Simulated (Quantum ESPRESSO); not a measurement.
# Planted mistakes on one cell of Si3O4NF

The results below are calculated, not measured. They come from pw.x of Quantum ESPRESSO 7.5, a plane-wave density functional program, with PseudoDojo standard norm-conserving files (v0.5 for PBE, v0.4.1 for LDA and PBEsol). The cells are made up: elements, strain and atom displacements were drawn at random, and nothing was relaxed. There is no spin polarisation, spin-orbit coupling or dispersion term.

The cell has 9 sites of a quartz lattice. Sites 1 to 3 hold Si Si Si; sites 4 to 9 hold O N O O F O. Cell vectors in Å: (4.929, 0.000, 0.000); (-2.464, 4.268, 0.000); (0.000, 0.000, 5.410). Settings: PBE, cutoff 1143 eV, 5 x 5 x 4 k mesh shifted by half a step, Fermi-Dirac smearing of 0.025 eV.

The intended run has a self-consistency threshold of 1e-07 eV, a smearing term of 0.000 eV, a pressure of 10.23 GPa and 12 iterations. Each further run changes one thing: all lengths scaled by 1.0126; atoms of sites 6 and 8 exchanged; cutoff 637 eV; files of LDA; k mesh 1 x 1 x 1; one electron added; threshold 0.1 eV. A coarse mesh keeps the shift, and a charged cell sits in a uniform background.

```
run  change of free energy (eV)  smearing term -TS (eV)  change of P (GPa)  largest change of a force component (eV/Å)  iterations
  A                       0.024                   0.000               3.08                                       0.109           4
  B                      -0.007                   0.000               0.52                                       8.651          11
  C                      -0.132                   0.000               0.14                                       0.824          12
  D                       8.981                  -0.005              23.05                                       1.527          12
  E                       1.867                   0.000              -8.49                                       0.460          12
  F                      -0.179                   0.000              -7.11                                       0.518          12
  G                       6.183                   0.000             -37.60                                       0.147          12
```

A rerun of the intended cell at 1437 eV and k mesh 7 x 7 x 6 moved values by no more than 0.003 eV in the cell's energy, 0.02 GPa in stress and 0.002 eV/Å in force.

Question: which change belongs to which run?

## Worked reading

Run A has the fewest iterations, as a run stopped early does. Run G has a higher energy and the largest fall in pressure, as too small a basis gives. Run F changes the volume by a factor of 1.0383; minus its pressure change over the logarithm of that factor, 189 GPa, is a rough bulk modulus with clamped atoms. Energies from files of another functional, or of a charged cell, have another zero and say nothing on stability; the pressure of a charged cell rests on the program's zero of potential too.

## Key

```
run                            change
  A                  threshold 0.1 eV
  B  atoms of sites 6 and 8 exchanged
  C                  k mesh 1 x 1 x 1
  D                one electron added
  E                      files of LDA
  F      all lengths scaled by 1.0126
  G                     cutoff 637 eV
```